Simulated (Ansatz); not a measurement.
Pd(111): from terraces to steps

Level of theory: DFT PBE, scalar-relativistic, plane waves, PAW in Ansatz.

Cutoff 420 eV, Γ-centred meshes of like density (2×12×1 for the 24-atom cell), Gaussian smearing of 0.10 eV, energies at zero smearing and 0 K, each start's symmetry kept, no spin polarisation.

A (111) slab of relaxed bulk Pd (Fm-3m, 15.32 Å³/atom, gap on the mesh 0.00 eV), 4 planes in a 6×1 cell with the lowest 2 held; added atoms sit on lattice sites of the next plane. A dipole correction is on. The surface energy is the mean of the held and the free face; step energies are per length and the mean of the stripe's two steps, which run along the shortest translation of the plane; step and island energies count from the flat slab and bulk atoms.

The flat slab gives a surface energy of 1.37 J/m² (85.2 meV/Å²); planes follow at h = 2.28 Å, and an atom takes 6.73 Å² of its plane.

Task: Estimate the step energy β from the surface energy and compare with the stripes.

Result: A step opens a strip of height h, so a first guess is γh = 85.2 × 2.28 = 194 meV/Å. Computed: 111 meV/Å for the stripe 2 surface cells wide, 106 meV/Å for the stripe 3 surface cells wide, 0.57 and 0.55 of the guess. A value under γh is usual for metals: the riser is a slanted microfacet that covers some terrace, so at slant φ it costs h(γ_facet/sin φ − γ/tan φ), or γh tan(φ/2) for equal energies, 0.41 γh at 45° and 0.52 γh at 55°. The two widths differ by 5 meV/Å (before rounding), from step–step interaction and confinement in so narrow a cell, or from the k mesh, which in a metal moves β by several meV/Å. A vicinal face tilted by θ holds tan θ/h steps per length, so its energy per terrace area is γ + (β/h) tan θ for far-apart steps, with β/h = 0.75 J/m². On fcc(111) the stripe's two edges are unlike, with (100) and (111) microfacets at 55° and 71°, while a vicinal face holds one kind, so this slope is the mean of two tilts.

Slabs of three or four planes are thin, so both faces still feel each other.

Small energy differences in metals hang on the k mesh (about 10 mJ/m² or 1 to 2 meV/atom on the mesh of the relaxation).

Cost: 3 runs of about 56 core-minutes in all, on Intel Xeon 6975P-C (Granite Rapids) (shared hosts).